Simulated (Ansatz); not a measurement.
Zr2TlC:
Space group P6₃/mmc (No. 194); a = b = 3.380 Å, c = 15.004 Å, α = β = 90.00°, γ = 120.00°

```json
[
 {"atom": "Zr", "site": "4f", "symmetry": "3m.", "x": "0.6667", "y": "0.3333", "z": "0.0818"},
 {"atom": "Tl", "site": "2c", "symmetry": "-6m2", "x": "0.3333", "y": "0.6667", "z": "0.2500"},
 {"atom": "C", "site": "2a", "symmetry": "-3m.", "x": "0.0000", "y": "0.0000", "z": "0.0000"}
]
```

Relaxed at zero pressure with plane-wave PAW r²SCAN (Ansatz code).

Q: The volume is lowered by 6 % and shape and atoms relax at that volume. What pressure results, and how do the axes share the change?

A: 8.9 GPa; a -1.9 %, b -1.9 %, c -2.3 %; the energy rises by 29 meV/atom.

Q: Give the new structure.

A: 
Space group P6₃/mmc (No. 194); a = b = 3.315 Å, c = 14.658 Å, α = β = 90.00°, γ = 120.00°

```
atom  site  symmetry       x       y       z
----  ----  --------  ------  ------  ------
Zr      4f       3m.  0.6667  0.3333  0.0836
Tl      2c      -6m2  0.3333  0.6667  0.2500
C       2a      -3m.  0.0000  0.0000  0.0000
```

The phase is kept; no other phase was compared at this pressure.

Space group P6_3/mmc. The workflow started from a Materials Project entry (that database holds measured and hypothetical structures alike); the Crystallography Open Database copy checked does not list it. Whether it is the stable phase at ambient conditions was not checked. Symmetry was held in the r²SCAN relaxation; whether a distortion lowers the energy is not shown. No spin polarisation was allowed. Scalar-relativistic: spin–orbit coupling is off unless named, which matters more the heavier the elements.

Potentials: the earlier of the program's two PAW sets. The files were generated under PBE; for other functionals the program regenerates the frozen cores, and for LDA and PBEsol the local potential too.
